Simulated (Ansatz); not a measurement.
A: NaF (rock salt), a = b = c = 4.595 Å, α = β = γ = 90.00°
B: MgS (rock salt), a = b = c = 5.203 Å, α = β = γ = 90.00°
C: BaTiO3 (cubic perovskite), a = 3.994 Å, b = 3.994 Å, c = 3.994 Å, α = 90.00°, β = 90.00°, γ = 90.00°

Scan: energy against volume (even scaling of the relaxed cell, symmetry kept). All come from one method, each on a k mesh of its own. All were relaxed with their symmetry unable to fall. BaTiO3 is run without spin polarisation. This is a high-temperature form of BaTiO3.

### Question
Put the candidates in order of bulk modulus (fitted), lowest first, for r2SCAN (plane waves to 500 eV, PAW, scalar-relativistic; Ansatz, an electronic-structure program).

### Answer
A (54.4 GPa), B (79.8 GPa), C (180 GPa)

(Under strain, the slope of the energy per volume gives the stress and its curvature an elastic modulus.)
